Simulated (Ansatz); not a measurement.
ZrMo (rock salt, Fm-3m) at seven volumes, the program Ansatz at the PBEsol level (PAW), scaled uniformly. One row is withheld.

```
V (Å³/atom)  P (GPa)
-----------  -------
18.127             ?
18.725          8.82
19.323          4.10
19.920          0.00
20.518         -3.55
21.116         -6.60
21.713         -9.23
```

Q: Fit the shown pressures and predict the withheld one.

A: Third-order Birch–Murnaghan: P = (3/2)B₀(x^(7/2) − x^(5/2))[1 + (3/4)(B′ − 4)(x − 1)] with x = (V₀/V)^(2/3). Least squares on the six rows gives V₀ = 19.920 Å³/atom, B₀ = 126.6 GPa, B′ = 3.87. At V = 18.127, x = 1.0649 and P = 14.33 GPa. The run itself gave 14.25 GPa.

The start of the workflow was typed in or built on a structure type; neither database checked (COD, Materials Project) lists it. Its standing as an ambient phase is unchecked. The PBEsol relaxation kept the symmetry of its start. At this level the phase is mechanically unstable. The run is not spin-polarised. Its formation energy is positive at this level, so the cell may be metastable or incomplete.

Potentials: the earlier of the program's two PAW sets. The files were generated under PBE; for other functionals the program regenerates the frozen cores, and for LDA and PBEsol the local potential too.
